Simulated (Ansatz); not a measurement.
Values for one crystal, relaxed and computed with DFT-r²SCAN in the program Ansatz with PAW potentials; other levels are named.

* **Volume per atom**: 14.91 Å³
* **Band gap**: 6.56 eV (direct)
* **Pressure derivative B′**: 2.4
* **Hole effective mass, band 2 of 2 at the edge**: 2.7 along x, 2.7 along z (mₑ)
* **Valence-band maximum**: at Γ
* **Conduction-band minimum**: at Γ
* **Bulk modulus (Birch–Murnaghan fit)**: 23.7 GPa

Task: Which compound is it?
A) SiO2, I-42d (Si on 4a, O on 8d)
B) Zn3InGaO6, R3m (Pearson symbol hR11)
C) ZnO, NiAs type
D) Cr2O3, corundum

Result: A, SiO2, I-42d (Si on 4a, O on 8d)

The workflow started from a Materials Project entry (that database holds measured and hypothetical structures alike); the Crystallography Open Database copy checked does not list it. It is not the phase usual at ambient conditions (space group No. 92, 152, 154). The r²SCAN relaxation kept the symmetry of its start; its stability against distortions is not shown here.

Potentials: the later of the program's two PAW sets.
